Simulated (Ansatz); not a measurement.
TiO₂:
```xyz
24
Lattice="5.1352 0.0000 0.0000 0.0000 9.1880 0.0000 0.0000 0.0000 5.4538" Properties=species:S:1:pos:R:3 pbc="T T T"
Ti     0.7095     1.1850     4.9387
Ti     3.2771     3.4090     0.5151
Ti     1.8581     8.0031     2.2118
Ti     4.4257     5.7790     3.2420
Ti     4.4257     8.0031     0.5151
Ti     1.8581     5.7790     4.9387
Ti     3.2771     1.1850     3.2420
Ti     0.7095     3.4090     2.2118
O      4.1960     0.0934     4.6409
O      1.6284     4.5006     0.8130
O      3.5068     9.0946     1.9140
O      0.9392     4.6875     3.5399
O      0.9392     9.0946     0.8130
O      3.5068     4.6875     4.6409
O      1.6284     0.0934     3.5399
O      4.1960     4.5006     1.9140
O      2.3857     2.1155     4.8538
O      4.9533     2.4785     0.6000
O      0.1819     7.0726     2.1269
O      2.7495     6.7095     3.3270
O      2.7495     7.0726     0.6000
O      0.1819     6.7095     4.8538
O      4.9533     2.1155     3.3270
O      2.3857     2.4785     2.1269
```

Relaxed with r²SCAN.

Q: Tabulate the valence density and the electron localisation function along the shortest Ti–Ti contact (2.95 Å), plane-wave PAW r²SCAN (Ansatz code).

A: 

```
distance from Ti (Å)  density (e/Å³)   ELF
--------------------  --------------  ----
0.29                            8.70  0.29
0.44                            6.39  0.58
0.59                            3.60  0.62
0.74                            1.52  0.42
0.88                            0.59  0.14
1.03                            0.34  0.06
1.18                            0.27  0.07
1.33                            0.27  0.10
1.47                            0.26  0.11
1.62                            0.27  0.10
1.77                            0.27  0.07
1.92                            0.34  0.06
2.06                            0.59  0.14
2.21                            1.52  0.42
2.36                            3.60  0.62
2.51                            6.39  0.58
2.65                            8.70  0.29
```

The density is the valence pseudo-density with augmentation charge, so density and ELF within about 1 Å of a nucleus are not all-electron values.

Space group Pbca. The cell was relaxed with r²SCAN under the symmetry of its start; of distortions, only those at the zone centre were tested. The run is not spin-polarised.

Potentials: the later of the program's two PAW sets.
